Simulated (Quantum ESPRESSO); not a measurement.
# Si3F4O4: finding a planted mistake in a log

Computed values, not a measurement. The program is pw.x of Quantum ESPRESSO 7.5 (plane-wave density functional theory). The cell is made up: 11 atoms on a rutile lattice with one site empty, with randomly drawn elements, strain and displacements, not relaxed. PseudoDojo standard norm-conserving files (v0.5 for PBE, v0.4.1 for LDA and PBEsol) set the functional; there is no spin polarisation, spin-orbit coupling or dispersion term, and the masses in the input are unused placeholders.

Intended input:

```
&control calculation='scf', pseudo_dir='./dojo.nc.sr.pbe.v0_5.standard.upf', outdir='./o', disk_io='low', tprnfor=.true., tstress=.true. /
&system ibrav=0, nat=11, ntyp=3, nbnd=38, ecutwfc=84.00895049, nosym=.true., tot_charge=0,
 occupations='smearing', smearing='fd', degauss=0.0018374661
/
&electrons conv_thr=7.350e-09, electron_maxstep=60, /
ATOMIC_SPECIES
F 1.0 F.upf
O 1.0 O.upf
Si 1.0 Si.upf
CELL_PARAMETERS angstrom
4.209 -0.0315 -0.0514
-0.0315 4.1727 -0.0451
-0.0653 -0.0573 5.3772
ATOMIC_POSITIONS angstrom
Si -0.0253 -0.0715 -0.0975
Si 2.1459 2.1271 1.3286
Si 1.9791 1.9616 3.891
F 1.2503 1.1696 -0.0621
O 2.903 2.8644 -0.11
F 3.2497 0.8265 1.2097
O 0.758 3.3107 1.2531
F 1.221 1.1466 2.5981
O 3.0283 2.7476 2.5839
F 3.3786 0.7166 3.9553
O 0.6697 3.3141 3.9071
K_POINTS automatic
5 5 4 1 1 1
```

The log is shortened where brackets say so; the opening notice, blank lines, dates and the lines on written files are dropped, and the path of the files is cut. It prints rydbergs, bohrs and kilobars, and counts compression as positive stress. Where no state is partly filled, the Fermi energy that it prints is only some level between the filled and the empty states on the mesh, and need not lie in the true gap.

Log of the intended run:

```
     Program PWSCF v.7.5
     Parallel version (MPI & OpenMP), running on       4 processor cores
     Number of MPI processes:                 4
     Threads/MPI process:                     1
     [start-up lines left out]
     bravais-lattice index     =            0
     lattice parameter (alat)  =       7.9547  a.u.
     unit-cell volume          =     637.1021 (a.u.)^3
     number of atoms/cell      =           11
     number of atomic types    =            3
     number of electrons       =        64.00
     number of Kohn-Sham states=           38
     kinetic-energy cutoff     =      84.0090  Ry
     charge density cutoff     =     336.0358  Ry
     scf convergence threshold =      7.3E-09
     mixing beta               =       0.7000
     number of iterations used =            8  plain     mixing
     Exchange-correlation= PBE
                           (   1   4   3   4   0   0   0)
     [axes and pseudopotential details left out]
   Cartesian axes
     site n.     atom                  positions (alat units)
         1        Si     tau(   1) = (  -0.0060103  -0.0169857  -0.0231623  )
         2        Si     tau(   2) = (   0.5097838   0.5053176   0.3156246  )
         3        Si     tau(   3) = (   0.4701585   0.4660011   0.9243528  )
         4        F      tau(   4) = (   0.2970235   0.2778522  -0.0147526  )
         5        O      tau(   5) = (   0.6896418   0.6804719  -0.0261318  )
         6        F      tau(   6) = (   0.7720044   0.1963448   0.2873785  )
         7        O      tau(   7) = (   0.1800718   0.7864957   0.2976886  )
         8        F      tau(   8) = (   0.2900629   0.2723883   0.6172092  )
         9        O      tau(   9) = (   0.7194083   0.6527247   0.6138358  )
        10        F      tau(  10) = (   0.8026262   0.1702368   0.9396280  )
        11        O      tau(  11) = (   0.1590951   0.7873034   0.9281776  )
     number of k points=    50  Fermi-Dirac smearing, width (Ry)=  0.0018
                       cart. coord. in units 2pi/alat
        k(    1) = (   0.1020026   0.1027332   0.1001871), wk =   0.0400000
        k(    2) = (   0.1044092   0.1048672   0.2959465), wk =   0.0400000
     [further k points left out]
     Dense  grid:    66251 G-vectors     FFT dimensions: (  48,  48,  60)
     Estimated max dynamical RAM per process >     152.29 MB
     Estimated total dynamical RAM >     560.62 MB
     Initial potential from superposition of free atoms
     starting charge      63.9981, renormalised to      64.0000
     Starting wfcs are   44 randomized atomic wfcs
     total cpu time spent up to now is        2.2 secs
     per-process dynamical memory:   124.2 Mb
     Self-consistent Calculation
     iteration #  1     ecut=    84.01 Ry     beta= 0.70
     Davidson diagonalization with overlap
     ethr =  1.00E-02,  avg # of iterations =  2.2
     total cpu time spent up to now is        5.4 secs
     total energy              =    -354.31846495 Ry
     estimated scf accuracy    <       2.34082974 Ry
     iteration #  2     ecut=    84.01 Ry     beta= 0.70
     Davidson diagonalization with overlap
     ethr =  3.66E-03,  avg # of iterations =  3.1
     total cpu time spent up to now is        8.9 secs
     total energy              =    -354.54745593 Ry
     estimated scf accuracy    <       3.32471313 Ry
     [iterations 3 to 10 left out]
     iteration # 11     ecut=    84.01 Ry     beta= 0.70
     Davidson diagonalization with overlap
     ethr =  1.69E-10,  avg # of iterations =  3.6
     total cpu time spent up to now is       36.8 secs
     total energy              =    -355.34823290 Ry
     estimated scf accuracy    <       0.00000006 Ry
     iteration # 12     ecut=    84.01 Ry     beta= 0.70
     Davidson diagonalization with overlap
     ethr =  9.66E-11,  avg # of iterations =  2.0
     total cpu time spent up to now is       39.6 secs
     End of self-consistent calculation
     [lines on levels left out]
     the Fermi energy is    10.1409 ev
!    total energy              =    -355.34823291 Ry
     estimated scf accuracy    <          6.6E-10 Ry
     smearing contrib. (-TS)   =       0.00000000 Ry
     internal energy E=F+TS    =    -355.34823291 Ry
     The total energy is F=E-TS. E is the sum of the following terms:
     one-electron contribution =     -82.06839179 Ry
     hartree contribution      =      87.11189403 Ry
     xc contribution           =     -88.04886617 Ry
     ewald contribution        =    -272.34286898 Ry
     convergence has been achieved in  12 iterations
     Forces acting on atoms (cartesian axes, Ry/au):
     atom    1 type  3   force =     0.07325549   -0.26752047    0.04103753
     atom    2 type  3   force =    -0.02835684    0.23843175    0.05083264
     atom    3 type  3   force =     0.04447335    0.28890558   -0.09590963
     atom    4 type  1   force =     0.01597884    0.02017569   -0.01221522
     atom    5 type  2   force =    -0.05931370   -0.06875338   -0.01514817
     atom    6 type  1   force =     0.02103401   -0.04207977   -0.06393120
     atom    7 type  2   force =     0.05169491   -0.02819187   -0.09371315
     atom    8 type  1   force =     0.00471751   -0.01097451    0.00445506
     atom    9 type  2   force =    -0.15783630   -0.08915755    0.05309802
     atom   10 type  1   force =    -0.07603759    0.04466508    0.04528699
     atom   11 type  2   force =     0.11039032   -0.08550055    0.08620713
     Total force =     0.577870     Total SCF correction =     0.000074
     Computing stress (Cartesian axis) and pressure
          total   stress  (Ry/bohr**3)                   (kbar)     P=       58.28
   0.00036033   0.00105725   0.00028380           53.01      155.53       41.75
   0.00105725   0.00034865   0.00031544          155.53       51.29       46.40
   0.00028380   0.00031544   0.00047959           41.75       46.40       70.55
     init_run     :      2.11s CPU      2.15s WALL (       1 calls)
     electrons    :     37.28s CPU     37.39s WALL (       1 calls)
     forces       :      0.57s CPU      0.58s WALL (       1 calls)
     stress       :      1.85s CPU      1.85s WALL (       1 calls)
     [timing details left out]
     PWSCF        :     41.87s CPU     42.03s WALL
     JOB DONE.
```

A second run was made from an input with one planted mistake. Its log:

```
     Program PWSCF v.7.5
     Parallel version (MPI & OpenMP), running on       4 processor cores
     Number of MPI processes:                 4
     Threads/MPI process:                     1
     [start-up lines left out]
     bravais-lattice index     =            0
     lattice parameter (alat)  =       7.9993  a.u.
     unit-cell volume          =     647.8734 (a.u.)^3
     number of atoms/cell      =           11
     number of atomic types    =            3
     number of electrons       =        64.00
     number of Kohn-Sham states=           38
     kinetic-energy cutoff     =      84.0090  Ry
     charge density cutoff     =     336.0358  Ry
     scf convergence threshold =      7.3E-09
     mixing beta               =       0.7000
     number of iterations used =            8  plain     mixing
     Exchange-correlation= PBE
                           (   1   4   3   4   0   0   0)
     [axes and pseudopotential details left out]
   Cartesian axes
     site n.     atom                  positions (alat units)
         1        Si     tau(   1) = (  -0.0060004  -0.0169855  -0.0231512  )
         2        Si     tau(   2) = (   0.5097762   0.5053113   0.3156128  )
         3        Si     tau(   3) = (   0.4701592   0.4660014   0.9243487  )
         4        F      tau(   4) = (   0.2970210   0.2778385  -0.0147412  )
         5        O      tau(   5) = (   0.6896471   0.6804575  -0.0261278  )
         6        F      tau(   6) = (   0.7719994   0.1963367   0.2873825  )
         7        O      tau(   7) = (   0.1800600   0.7864807   0.2976824  )
         8        F      tau(   8) = (   0.2900520   0.2723814   0.6171932  )
         9        O      tau(   9) = (   0.7194130   0.6527233   0.6138386  )
        10        F      tau(  10) = (   0.8026157   0.1702325   0.9396096  )
        11        O      tau(  11) = (   0.1591057   0.7873076   0.9281758  )
     number of k points=    50  Fermi-Dirac smearing, width (Ry)=  0.0018
                       cart. coord. in units 2pi/alat
        k(    1) = (   0.1020035   0.1027348   0.1001883), wk =   0.0400000
        k(    2) = (   0.1044106   0.1048710   0.2959496), wk =   0.0400000
     [further k points left out]
     Dense  grid:    67429 G-vectors     FFT dimensions: (  48,  48,  60)
     Estimated max dynamical RAM per process >     154.65 MB
     Estimated total dynamical RAM >     569.20 MB
     Initial potential from superposition of free atoms
     starting charge      63.9981, renormalised to      64.0000
     Starting wfcs are   44 randomized atomic wfcs
     total cpu time spent up to now is        2.2 secs
     per-process dynamical memory:   125.8 Mb
     Self-consistent Calculation
     iteration #  1     ecut=    84.01 Ry     beta= 0.70
     Davidson diagonalization with overlap
     ethr =  1.00E-02,  avg # of iterations =  2.2
     total cpu time spent up to now is        5.5 secs
     total energy              =    -354.31280582 Ry
     estimated scf accuracy    <       2.34508783 Ry
     iteration #  2     ecut=    84.01 Ry     beta= 0.70
     Davidson diagonalization with overlap
     ethr =  3.66E-03,  avg # of iterations =  3.1
     total cpu time spent up to now is        9.0 secs
     total energy              =    -354.47370958 Ry
     estimated scf accuracy    <       3.62116096 Ry
     [iterations 3 to 10 left out]
     iteration # 11     ecut=    84.01 Ry     beta= 0.70
     Davidson diagonalization with overlap
     ethr =  2.02E-10,  avg # of iterations =  3.6
     total cpu time spent up to now is       37.2 secs
     total energy              =    -355.35115082 Ry
     estimated scf accuracy    <       0.00000007 Ry
     iteration # 12     ecut=    84.01 Ry     beta= 0.70
     Davidson diagonalization with overlap
     ethr =  1.11E-10,  avg # of iterations =  2.0
     total cpu time spent up to now is       40.0 secs
     End of self-consistent calculation
     [lines on levels left out]
     the Fermi energy is     9.8058 ev
!    total energy              =    -355.35115083 Ry
     estimated scf accuracy    <          1.1E-09 Ry
     smearing contrib. (-TS)   =       0.00000000 Ry
     internal energy E=F+TS    =    -355.35115083 Ry
     The total energy is F=E-TS. E is the sum of the following terms:
     one-electron contribution =     -84.37757427 Ry
     hartree contribution      =      87.77899353 Ry
     xc contribution           =     -87.92648919 Ry
     ewald contribution        =    -270.82608089 Ry
     convergence has been achieved in  12 iterations
     Forces acting on atoms (cartesian axes, Ry/au):
     atom    1 type  3   force =     0.07291150   -0.26622489    0.03642156
     atom    2 type  3   force =    -0.02314010    0.23576147    0.05167544
     atom    3 type  3   force =     0.04349783    0.28449106   -0.09541564
     atom    4 type  1   force =     0.01576579    0.01961824   -0.01285412
     atom    5 type  2   force =    -0.05819450   -0.06794083   -0.01405767
     atom    6 type  1   force =     0.01803587   -0.03802138   -0.06446521
     atom    7 type  2   force =     0.05063733   -0.02781465   -0.09436819
     atom    8 type  1   force =     0.00914982   -0.00618950    0.00679982
     atom    9 type  2   force =    -0.16104171   -0.09334852    0.04866278
     atom   10 type  1   force =    -0.07310236    0.04203809    0.04894609
     atom   11 type  2   force =     0.10548053   -0.08236909    0.08865514
     Total force =     0.572599     Total SCF correction =     0.000080
     Computing stress (Cartesian axis) and pressure
          total   stress  (Ry/bohr**3)                   (kbar)     P=       21.47
   0.00011501   0.00103127   0.00026292           16.92      151.71       38.68
   0.00103127   0.00011549   0.00030001          151.71       16.99       44.13
   0.00026292   0.00030001   0.00020741           38.68       44.13       30.51
     init_run     :      2.13s CPU      2.17s WALL (       1 calls)
     electrons    :     37.67s CPU     37.79s WALL (       1 calls)
     forces       :      0.59s CPU      0.59s WALL (       1 calls)
     stress       :      1.92s CPU      1.92s WALL (       1 calls)
     [timing details left out]
     PWSCF        :     42.35s CPU     42.55s WALL
     JOB DONE.
```

Question: what was wrong in the second input?

Answer: the cell and the positions are scaled by a wrong factor. The input lines that differ, file-writing options aside:

```
- 4.209 -0.0315 -0.0514
+ 4.2326 -0.0317 -0.0517
- -0.0315 4.1727 -0.0451
+ -0.0317 4.1961 -0.0454
- -0.0653 -0.0573 5.3772
+ -0.0657 -0.0576 5.4073
- Si -0.0253 -0.0715 -0.0975
+ Si -0.0254 -0.0719 -0.098
- Si 2.1459 2.1271 1.3286
+ Si 2.1579 2.139 1.336
- Si 1.9791 1.9616 3.891
+ Si 1.9902 1.9726 3.9128
- F 1.2503 1.1696 -0.0621
+ F 1.2573 1.1761 -0.0624
- O 2.903 2.8644 -0.11
+ O 2.9193 2.8804 -0.1106
- F 3.2497 0.8265 1.2097
+ F 3.2679 0.8311 1.2165
- O 0.758 3.3107 1.2531
+ O 0.7622 3.3292 1.2601
- F 1.221 1.1466 2.5981
+ F 1.2278 1.153 2.6126
- O 3.0283 2.7476 2.5839
+ O 3.0453 2.763 2.5984
- F 3.3786 0.7166 3.9553
+ F 3.3975 0.7206 3.9774
- O 0.6697 3.3141 3.9071
+ O 0.6735 3.3327 3.929
```

```
                                            intended run  run with the mistake
                          free energy (eV)     -4834.759             -4834.799
                    smearing term -TS (eV)        0.0000                0.0000
                            pressure (GPa)          5.83                  2.15
            largest force component (eV/Å)         7.428                 7.315
largest change of a force component (eV/Å)                               0.134
                                iterations            12                    12
```

For scale, a rerun of the intended cell at a cutoff of 1437 eV and k mesh 7 x 7 x 6 moved values by no more than 0.003 eV in energy, 0.03 GPa in stress and 0.002 eV/Å in force.